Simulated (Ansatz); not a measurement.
Here is an unrelaxed guess for Hf₃F.

```
Hf F
1.0
     0.00000    3.53375    3.53375
     3.53375    0.00000    3.53375
     3.53375    3.53375    0.00000
Hf F
3 1
Direct
  0.25000 0.25000 0.25000
  0.75000 0.75000 0.75000
  0.50000 0.50000 0.50000
  0.00000 0.00000 0.00000
```

Theory: DFT PBE, scalar-relativistic, plane waves, PAW in Ansatz. Plane waves to 420 eV, a k mesh through Γ of 4×4×4 on the computed 4-atom cell and Gaussian smearing (0.10 eV); no spin polarisation.

Formation energies are uncorrected and refer to the elements' standard structures at the same level (F₂ as a molecule).

Problem. Estimate its pressure, forces and energy as it stands.

Solution. The pressure is -6.6 GPa (it wants to contract), the largest force is 0.00 eV/Å (symmetry fixes the atoms), and the energy is +0.23 eV/atom against the elements. The shortest distance is 3.06 Å.

Problem. Is it a good guess?

Solution. A fair one: relaxing gains under 0.1 eV/atom (the start's value is from the coarse mesh, so the gain is rough) in 7 ionic steps and ends at +0.17 eV/atom on the finer mesh. The symmetry stays Fm-3m (No. 225). The end has the BiF3 (D0_3) type. The volume per atom shrinks by 9.5 %, from 22.1 to 20.0 Å³. The shortest distance goes from 3.06 Å (Hf–F and Hf–Hf) to 2.96 Å (Hf–F and Hf–Hf). Conventional cell: a = 6.836 Å. Hf on a site of symmetry -43m is surrounded by 4 F at 2.96 Å, 4 Hf at 2.96 Å and 6 Hf at 3.42 Å; Hf on a site of symmetry m-3m has 8 Hf at 2.96 Å and 6 F at 3.42 Å; around F lie 8 Hf at 2.96 Å and 6 Hf at 3.42 Å.

The last run used a 12×12×12 mesh for its 4-atom cell and Gaussian smearing of 0.10 eV. These runs have no spin–orbit coupling, which can matter for Hf. An odd number of electrons in the primitive cell allows no gap without spin; a larger cell or a magnetic state could open one. The cell is a metal run without spin; a magnetic state may lie lower. The relaxation can't lower the symmetry of the start, and the grade says only how near the guess is to its own end. A structure relaxed within its symmetry needn't be a true minimum. Another cell of Hf3F relaxed alike, in P4/mmm, lies 0.72 eV/atom lower, so this cell isn't the stable form at this level.
